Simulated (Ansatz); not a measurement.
Guessed and relaxed cells of NaMg₂Si₂

The cell of NaMg₂Si₂ is invented: random cell by space group and Wyckoff sites (P6/mmm, No. 191). Lengths were set from tabulated atomic sizes, so they are only a guess.

start.xyz

```xyz
5
Lattice="4.8184 0.0000 0.0000 -2.4092 4.1729 0.0000 0.0000 0.0000 4.5526" Properties=species:S:1:pos:R:3 pbc="T T T"
Na    0.0000    0.0000    2.2763
Mg    0.0000    2.7819    2.2763
Mg    2.4092    1.3910    2.2763
Si    0.0000    2.7819    0.0000
Si    2.4092    1.3910    0.0000
```

These are results of DFT PBE, scalar-relativistic, plane waves, PAW in Ansatz, not measurements. Cutoff 420 eV, Gaussian smearing, Γ-centred meshes. Cell and atoms relax first on a coarse mesh and then on a finer one. In between, the cell is made exact in the group found at 0.06 Å. In metals the finer mesh still leaves noise of several meV/atom or more. The steps can't lower the symmetry of their start. No spin polarisation.

end.xyz

```xyz
5
Lattice="5.3306 0.0000 0.0000 -2.6653 4.6164 0.0000 0.0000 0.0000 5.2059" Properties=species:S:1:pos:R:3 pbc="T T T"
Na    0.0000    0.0000    2.6030
Mg    0.0000    3.0776    2.6030
Mg    2.6653    1.5388    2.6030
Si    0.0000    3.0776    0.0000
Si    2.6653    1.5388    0.0000
```

The symmetry stays P6/mmm (No. 191). The volume per atom grows by 40.0 %, from 18.3 to 25.6 Å³. The shortest distance goes from 2.28 Å (Mg–Si) to 2.60 Å (Mg–Si). The energy falls by about 0.39 eV/atom (the start's value is from the coarse mesh).

```yaml
Volume_per_atom: 25.62 Å³
Density: 1.66 g/cm³
Energy_over_the_elements: +0.56 eV/atom
Gap_on_the_12×12×8_mesh_of_the_5-atom_cell: 0 eV (a metal)
```

Formation energies are uncorrected and refer to the elements' standard structures at the same level. The separate elements lie lower, so it is unstable against them.

The last run used Gaussian smearing of 0.10 eV. The cell is a metal run without spin; a magnetic state may lie lower. A structure relaxed within its symmetry needn't be a true minimum. In all, the 3 runs took 77 s on 1 thread of Arm Neoverse V1, on a shared host. Another cell of NaMg2Si2 relaxed alike, in P-3m1, lies 0.35 eV/atom lower, so this cell isn't the stable form at this level.
